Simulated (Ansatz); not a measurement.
Starting cell, MgB$_{2}$ (space group P6/mmm):

```yaml
crystal:
  lattice:
    - [3.07427, 0.00000, 0.00000]
    - [-1.53713, 2.66239, 0.00000]
    - [0.00000, 0.00000, 7.05501]
  atoms:
    - { symbol: Mg, position: [0.00000, 0.00000, 0.00000] }
    - { symbol: Mg, position: [0.00000, 0.00000, 0.50000] }
    - { symbol: B, position: [0.66667, 0.33333, 0.25000] }
    - { symbol: B, position: [0.66667, 0.33333, 0.75000] }
    - { symbol: B, position: [0.33333, 0.66667, 0.25000] }
    - { symbol: B, position: [0.33333, 0.66667, 0.75000] }
```

The atoms are displaced by Q × the pattern below (from a DFPT mode at A = (0.0, 0.0, 0.5), largest move 1; Q in Å), at fixed cell. (q is in reciprocal vectors of the primitive cell; the cell shown is doubled to hold the pattern.)

| atom | x | y | z |
|---|---|---|---|
| B3 | 0.000 | 0.000 | 1.000 |
| B4 | 0.000 | 0.000 | -1.000 |
| B5 | 0.000 | 0.000 | 1.000 |
| B6 | 0.000 | 0.000 | -1.000 |

Atoms not listed stay in place.

The numbers are results of PBE (plane waves to 420 eV, PAW, scalar-relativistic; Ansatz, a quantum-chemistry and plane-wave program), not measurements. k mesh 17×17×7 (Γ-centred), Fermi-Dirac smearing 0.05 eV. With partly filled bands, energies and forces of such displacements shift with the k mesh and the smearing. MgB2 was relaxed with its symmetry unable to fall.

At one point of the scan the forces (eV/Å) are:

```json
[
 {"atom": "Mg1", "Fx": "0.000", "Fy": "0.000", "Fz": "0.000"},
 {"atom": "Mg2", "Fx": "0.000", "Fy": "0.000", "Fz": "0.000"},
 {"atom": "B3", "Fx": "0.000", "Fy": "0.000", "Fz": "0.810"},
 {"atom": "B4", "Fx": "0.000", "Fy": "0.000", "Fz": "-0.810"},
 {"atom": "B5", "Fx": "0.000", "Fy": "0.000", "Fz": "0.810"},
 {"atom": "B6", "Fx": "0.000", "Fy": "0.000", "Fz": "-0.810"}
]
```

Problem. Which point is it?
A. Q = -0.233 Å
B. Q = -0.093 Å
C. Q = -0.140 Å
D. Q = -0.047 Å

Solution. C, Q = -0.140 Å

(A displaced cell: forces are minus the slopes of the energy, force constants its curvatures, and phonons follow from these.)
